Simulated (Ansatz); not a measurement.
Nb2Si in space group P6_3/mmc (No. 194; Si on 2c, Nb on 2a, Nb on 2d) under volume change, plane-wave PAW r²SCAN (Ansatz code), shape and atoms relaxed at each volume.

```tsv
V (Å³/atom)	E − E(relaxed) (meV/atom)	P (GPa)
14.752	91.5	21.73
15.238	38.5	13.36
15.724	9.1	6.18
16.210	0.0	0.00
16.697	…	…
17.183	…	…
17.669	67.4	-13.74
```

Problem. Complete the blanks.

Solution. 
- 17.183, E − E(relaxed) (meV/atom): 31.4
- 17.183, P (GPa): -9.84
- 16.697, E − E(relaxed) (meV/atom): 8.2
- 16.697, P (GPa): -5.30

Problem. What does a third-order Birch–Murnaghan fit give for V₀, B₀ and B′?

Solution. V₀ = 16.21 Å³/atom, B₀ = 190 GPa, B′ = 4.1.

A made-up cell: these elements were put on the sites of a structure type; neither database checked (COD, Materials Project) lists it. Whether it is the stable phase at ambient conditions was not checked. The r²SCAN relaxation kept the symmetry of its start; its stability against distortions is not shown here. No spin polarisation was allowed.

Potentials: the later of the program's two PAW sets.
